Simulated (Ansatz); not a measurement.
According to the program Ansatz at the r²SCAN level (PAW), MgTiNO in the tetragonal phase (P4/mmm; Ti on 1a, N on 1c, Mg on 1d, O on 1b) relaxes to a = 2.966 Å, c = 4.333 Å. Ti has 6 nearest neighbours from 2.10 Å (octahedral); N has 6 nearest neighbours from 2.10 Å (octahedral); Mg has 6 nearest neighbours from 2.10 Å (octahedral); O has 6 nearest neighbours from 2.10 Å (octahedral). Its formation energy from the elements is -2.23 eV/atom, with no fitted shifts.

Electronic character: metallic (no gap). The magnetic state found is ferromagnetic. The net moment is 0.03 μB per atom.

The bulk modulus is 212 GPa. Bader charges are Ti +1.86, N -1.97, Mg +1.74, O -1.63 e.

The start of the workflow was typed in or built on a structure type; neither database checked (COD, Materials Project) lists it. Its standing as an ambient phase is unchecked. The cell was relaxed with r²SCAN under the symmetry of its start; whether a distortion lowers the energy is not shown. Magnetic state: ferromagnetic, the only order run, not a proven ground state. The cell computed holds one magnetic atom, so no antiferromagnetic order was within reach. Other orbital occupations within this spin state were not tried. No Hubbard U is applied. The compound may be a true metal, but semilocal functionals without U, or a wrong spin order, can also close a gap. The references are the lowest solids computed at this level, not always the standard phases (solids in place of the gases).

Potentials: the earlier of the program's two PAW sets.
